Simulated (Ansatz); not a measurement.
The elements of this relaxed trial crystal are hidden behind letters.

```
lattice vectors (Å)
  -1.5944    1.5944   11.2675
   1.5944   -1.5944   11.2675
   1.5944    1.5944  -11.2675
fractional positions
X 0.9079 0.9079 0.0000
X 0.5000 0.5000 0.0000
X 0.0921 0.0921 0.0000
Z 0.6951 0.6951 0.0000
Z 0.3049 0.3049 0.0000
Q 0.0000 0.0000 0.0000
Q 0.5907 0.5907 0.0000
Q 0.1896 0.1896 0.0000
Q 0.8104 0.8104 0.0000
Q 0.4093 0.4093 0.0000
```

Theory: DFT PBE, scalar-relativistic, plane waves, PAW (Ansatz). Plane waves to 420 eV, a 12×12×12 mesh through Γ for the 10-atom cell and 0.02 eV Gaussian smearing; no spin polarisation.

| Quantity | Value |
| --- | --- |
| Space group | I4/mmm (No. 139) |
| Conventional cell | a = 3.189 Å, c = 22.535 Å |
| Volume per atom | 11.46 Å³ |
| Density | 5.47 g/cm³ |
| Energy over the elements | −1.933 eV/atom |
| Gap on the 12×12×12 mesh of the 10-atom cell | 0.81 eV |

Energies are uncorrected and count from the elements' standard states at the same level.

**Question.** X is an s-block element of period 3, Z is a d-block element of period 5 and Q is a p-block element of period 2. Which elements are they?

**Answer.** X = Mg, Z = Cd, Q = O, so the formula is Mg3Cd2O5. Density times volume gives a mean mass of 5.47 × 11.46/1.6605 = 37.8 u per atom, and this set has 37.8 u. Among the elements that the hints allow, noble gases aside, only these give it. Around Mg on a site of symmetry 4mm lie 1 O at 2.07 Å and 5 O at 2.20–2.25 Å; Cd has 5 O at 2.26–2.35 Å and 1 O at 2.60 Å; O on a site of symmetry 4/mmm has 2 Mg at 2.07 Å and 4 Mg at 2.25 Å; 3 more sites not described.

Kohn–Sham gaps at this level usually fall short of measured ones. A later test with randomly moved atoms came back to the same energy, though modes that don't fit the test's cell weren't probed.
